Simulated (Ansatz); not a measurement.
A distorted cell of TiSe2 (CdI2 type):

```
CELL_PARAMETERS angstrom
      3.72697     0.00000     0.00000
     -1.86348     3.22765     0.00000
      0.00000     0.00000     5.53230
ATOMIC_POSITIONS crystal
  Ti 0.00000 0.00000 0.00000
  Se 0.66667 0.33333 0.26465
  Se 0.33333 0.66667 0.73535
```

Calculation: PBE-D3(BJ) (plane waves to 420 eV, PAW, scalar-relativistic; Ansatz, a first-principles code). k mesh 15×15×8 (Γ-centred), Fermi-Dirac smearing 0.05 eV. E stands for the smeared free energy. Compression counts positive. As the atoms are clamped, bonds stretch with the cell, which overstates energies and stresses. With partly filled bands, the response to shear is sensitive to the k mesh, so small differences along c/a are uncertain. TiSe2 is run without spin polarisation. TiSe2 was relaxed with its symmetry unable to fall.

Q: What is the stress tensor (GPa)?

A: 
```
   -8.1      0.0      0.0
    0.0     -8.1      0.0
    0.0      0.0      0.0
```
The pressure, a third of the trace, is -5.4 GPa.

Q: It is the relaxed cell deformed to V/V₀ = 1.080, (c/a)/(c/a)₀ = 0.880, c along z, fractional positions held. What is its energy relative to the relaxed cell?

A: 78 meV/atom.

(A scan under strain: stresses follow from slopes of the energy per volume, elastic moduli from its curvatures.)
